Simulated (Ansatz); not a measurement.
Na (simple cubic, space group No. 221) at seven volumes, plane-wave PAW r²SCAN (Ansatz code), scaled uniformly. One row is withheld.

```tsv
V (Å³/atom)	P (GPa)
36.282	0.70
37.478	?
38.674	0.20
39.871	0.00
41.067	-0.18
42.263	-0.33
43.459	-0.47
```

Task: Fit the shown pressures and predict the withheld one.

Result: P = (3/2)B₀(x^(7/2) − x^(5/2))[1 + (3/4)(B′ − 4)(x − 1)] with x = (V₀/V)^(2/3). Least squares on the six rows gives V₀ = 39.863 Å³/atom, B₀ = 6.3 GPa, B′ = 3.50. At V = 37.478, x = 1.0420 and P = 0.43 GPa. The run itself gave 0.44 GPa.

Space group Pm-3m (simple cubic). The cell is a constructed one: a structure type filled with these elements; neither database checked (COD, Materials Project) lists it. It is not the phase usual at ambient conditions (space group No. 229). The r²SCAN relaxation kept the symmetry of its start. At this level the phase is dynamically unstable (imaginary phonons).

Potentials: the later of the program's two PAW sets.
